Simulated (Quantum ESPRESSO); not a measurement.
Ru2Ta4ZrZn, a curve over one atom's position

A calculation, not a measurement. The program is pw.x of Quantum ESPRESSO 7.5 (plane-wave density functional theory). The cell is made up: eight metal atoms on a face-centred cubic lattice, with elements, volume, strain and displacements drawn at random and not relaxed, so it may be unstable or far from any real phase. PseudoDojo standard norm-conserving files set the functional (PBE unless stated); there is no spin polarisation or spin-orbit coupling, the Fermi-Dirac width of 0.25 eV means electrons at about 2900 K, and the masses in the input are unused placeholders. Heavy elements are run without spin-orbit coupling, which real alloys of them have. A spin test at this wide smearing found no moment, but such smearing suppresses magnetism that the real alloy may have.

Seven runs move atom 5 (Ta, counted in the order of the input) along z and keep all else fixed.

Input of the run at -0.0135:

```
&control calculation='scf', pseudo_dir='./dojo.nc.sr.pbe.v0_5.standard.upf', outdir='./o', disk_io='medium', tprnfor=.true., tstress=.true. /
&system ibrav=0, nat=8, ntyp=4, nbnd=75, ecutwfc=84.00895049, nosym=.true., tot_charge=0,
 occupations='smearing', smearing='fd', degauss=0.0183746611
/
&electrons conv_thr=1.470e-08, electron_maxstep=70, mixing_beta=0.5 /
ATOMIC_SPECIES
Ru 1.0 Ru.upf
Ta 1.0 Ta.upf
Zn 1.0 Zn.upf
Zr 1.0 Zr.upf
CELL_PARAMETERS angstrom
-4.2182 0.0577 0.0261
0.0316 -4.1971 4.2211
-0.0997 6.3137 2.1286
ATOMIC_POSITIONS angstrom
Ru -0.0967 -0.0782 0.0829
Ta -0.1691 2.1757 2.0879
Ta 0.0308 -2.1795 2.0555
Zr 0.0143 0.0968 4.1489
Ta -2.156 4.1608 2.2461
Ta -2.0844 0.1586 2.1169
Ru -2.1097 2.0859 4.295
Zn -1.957 -2.1151 4.218
K_POINTS automatic
6 5 4 1 1 1
```

| shift of atom 5 along z (Å) | free energy less that of the input shown (eV) | Fx on atom 5 (eV/Å) | Fy on atom 5 (eV/Å) | Fz on atom 5 (eV/Å) | pressure (GPa) | iterations |
| --- | --- | --- | --- | --- | --- | --- |
| -0.1015 | -0.0381 | -0.325 | 0.590 | -0.082 | -10.75 | 17 |
| -0.0894 | -0.0365 | -0.329 | 0.575 | -0.179 | -10.71 | 17 |
| -0.0135 | 0.0000 | -0.344 | 0.461 | -0.781 | -10.33 | 17 |
| +0.0148 | 0.0252 | -0.347 | 0.411 | -1.001 | -10.16 | 17 |
| +0.0430 | 0.0565 | -0.349 | 0.357 | -1.215 | -9.96 | 17 |
| +0.0536 | 0.0698 | -0.350 | 0.336 | -1.295 | -9.88 | 17 |
| +0.0932 | 0.1269 | -0.351 | 0.252 | -1.586 | -9.56 | 19 |

A cubic fit gives dFz/dz = -7.76 eV/Å² at zero shift. Across the table the energy follows minus the integral of the force to 0.1 meV. A rerun of one of the cells at a higher cutoff and on a denser mesh moved values by no more than 0.003 eV in energy, 0.02 GPa in stress and 0.003 eV/Å in force, and a second program with other atomic files agreed on that cell to 2 % rms in force and 0.5 GPa in pressure.